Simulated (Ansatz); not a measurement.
Here is the system:

Cu4O:
```cif
data_Cu4O
_chemical_formula_sum 'Cu4 O1'
_space_group_name_H-M_alt 'P 1'
_space_group_IT_number 1
_cell_length_a 3.90647
_cell_length_b 3.90647
_cell_length_c 3.90647
_cell_angle_alpha 90.000
_cell_angle_beta 90.000
_cell_angle_gamma 90.000
loop_
_space_group_symop_operation_xyz
  'x, y, z'
loop_
_atom_site_label
_atom_site_type_symbol
_atom_site_fract_x
_atom_site_fract_y
_atom_site_fract_z
_atom_site_occupancy
Cu1 Cu 0.00000 0.00000 0.00000 1
Cu2 Cu 0.00000 0.50000 0.50000 1
Cu3 Cu 0.50000 0.00000 0.50000 1
Cu4 Cu 0.50000 0.50000 0.00000 1
O1 O 0.50000 0.50000 0.50000 1
```

This is the r²SCAN-relaxed structure.

Task: All from DFT-r²SCAN in the program Ansatz with PAW potentials, unless another level is named. Give the electronic character.

Result: metallic (no gap).

Task: Next, the density of states at the Fermi level?

Result: 0.27 states/eV per atom (mean over ±0.08 eV).

Task: What about the formation energy from the elements (no fitted shifts)?

Result: 0.078 eV/atom.

Space group Pm-3m. The start of the workflow was typed in or built on a structure type; neither database checked (COD, Materials Project) lists it. Whether it is the stable phase at ambient conditions was not checked. The r²SCAN relaxation kept the symmetry of its start; its stability against distortions is not shown here. The workflow began spin-polarised and lost its moments. The volume moved by 18 % from the start of the relaxation. No Hubbard U is applied. The compound may be a true metal, but semilocal functionals without U, or a wrong spin order, can also close a gap. The references are the lowest solids computed at this level, not always the standard phases (solids in place of the gases).

Potentials: the earlier of the program's two PAW sets.
